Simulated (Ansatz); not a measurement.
NbC2:
```
CELL_PARAMETERS angstrom
     -1.59944     1.59944     2.94446
      1.59944    -1.59944     2.94446
      1.59944     1.59944    -2.94446
ATOMIC_POSITIONS crystal
  Nb 0.00000 0.00000 0.00000
  C  0.61581 0.61581 0.00000
  C  0.38419 0.38419 0.00000
```

Relaxed with PBE. Special points in fractions of this cell's reciprocal vectors: Γ (0.000, 0.000, 0.000); X (0.000, 0.000, 0.500); P (0.250, 0.250, 0.250); N (0.000, 0.500, 0.000); M (0.500, 0.500, -0.500); S (0.324, 0.676, -0.324); S0 (-0.324, 0.324, 0.324); R (-0.148, 0.148, 0.500); G (0.500, 0.500, -0.148).

Task: List the band energies nearest the Fermi level at these points for PBE (plane waves, PAW; program Ansatz).

Result: In eV from the Fermi level; about four levels below and three above (degenerate sets whole), none deeper than 8.9 eV; points with the same levels are listed once.

| k | below | above |
|---|---|---|
| Γ | -3.03 -3.03 -2.77 -2.77 -2.72 | 0.45 1.94 7.12 7.12 |
| X | -5.69 -5.13 -4.20 -0.71 | 2.65 2.74 4.44 |
| P | -6.21 -6.21 -3.16 -2.39 -2.39 | 2.74 2.93 3.16 |
| N | -7.02 -6.34 -4.39 | 0.57 0.90 1.60 |
| M | -4.25 -4.25 -3.62 -3.01 | 0.83 1.03 1.03 |
| S | -7.64 -6.04 -4.34 | 0.41 1.07 1.52 |
| R | -5.85 -4.66 -2.98 -0.40 | 2.01 3.35 4.88 |

Space group I4/mmm (MoSi2 or CaC2 type). The start of the workflow was typed in or built on a structure type; neither database checked (COD, Materials Project) lists it. Its standing as an ambient phase is unchecked. The cell was relaxed with PBE under the symmetry of its start; its stability against distortions is not shown here. The run is not spin-polarised. The volume moved by -28 % from the start of the relaxation. Its formation energy is positive at this level, so the cell may be metastable or incomplete. Scalar-relativistic: spin–orbit coupling is off unless named, which matters more the heavier the elements.

Potentials: the later of the program's two PAW sets.
